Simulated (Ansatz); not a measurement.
InP in space group P6_3mc (No. 186; In on 2b, P on 2b, In on 2a, P on 2a), r²SCAN in the plane-wave PAW code Ansatz. The conduction-band minimum lies at Γ, with 1 equivalent valley. Second derivatives d²E/dk² of the lowest band at one valley (eV·Å²), along Cartesian directions:

```
direction  d²E/dk²
---------  -------
[100]        96.76
[010]        96.76
[001]        104.7
[110]        96.76
[101]        100.8
[011]        100.8
```

### Question
Find the principal effective masses, the density-of-states mass and the conductivity mass.

### Answer
Off-diagonal terms follow from H_xy = H[110] − (H_xx + H_yy)/2, and m*/mₑ = 7.620 eV·Å² over each eigenvalue: 0.073, 0.079, 0.079. One valley's DOS mass (m₁m₂m₃)^(1/3) = 0.077, conductivity mass 3/(Σ 1/mᵢ) = 0.077 mₑ.

### Question
What effective density of states Nc follows at 300 K for parabolic valleys?

### Answer
Nc = 2.509e19 × 1 × (0.077)^(3/2) ≈ 5.4e17 cm⁻³.

The start of the workflow was typed in or built on a structure type; the Crystallography Open Database copy checked does not list it. It is not the phase usual at ambient conditions (space group No. 216). The r²SCAN relaxation kept the symmetry of its start; whether a distortion lowers the energy is not shown. Spin–orbit coupling is left out wherever it is not named.

Potentials: the earlier of the program's two PAW sets.

Edges and masses are those of Kohn–Sham bands, whose gap is no quasiparticle gap.
